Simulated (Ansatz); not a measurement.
The relaxed structure here is a generated cell of FeNi: the first start was made by placing the elements on the sites of a structure type, and the end was not matched to a known phase here, so it may be hypothetical.

One starting cell of FeNi (a generated trial cell of FeNi in the AFLOW prototype AB_cF16_227_a_b (B32, as in NaTl)) was relaxed twice with Ansatz (plane waves, PAW, scalar-relativistic): with PBEsol at 420 eV and with PBE at 420 eV. The PBEsol result:

```
CELL_PARAMETERS angstrom
      0.00000     2.79040     2.79040
      2.79040     0.00000     2.79040
      2.79040     2.79040     0.00000
ATOMIC_POSITIONS crystal
  Fe 0.75000 0.75000 0.75000
  Fe 0.50000 0.50000 0.50000
  Ni 0.00000 0.00000 0.00000
  Ni 0.25000 0.25000 0.25000
```

```tsv
quantity	PBEsol	PBE
space group	Fd-3m	Fd-3m
volume (Å³/atom)	10.86	[?]
a (Å)	5.581	[?]
gap (eV, no spin-orbit coupling)	0.00	[?]
spin order	ferromagnetic	[?]
net moment (μB/atom)	1.59	[?]
```

Q: Fill in the PBE column.

A: 
- volume (Å³/atom), PBE: 11.41
- a (Å), PBE: 5.672
- gap (eV, no spin-orbit coupling), PBE: 0.00
- spin order, PBE: ferromagnetic
- net moment (μB/atom), PBE: 1.63

Both levels end in the same structure; PBE's volume is 5.0 % larger. Neither column is exact.

Spin states reached: ferromagnetic; spin orders were not searched systematically.

The run could not lower the symmetry of its start; a shaken copy of this end point relaxes with PBEsol to I4₁/amd (No. 141), 0.05 eV/atom lower.

Ansatz is a program for electronic structure.
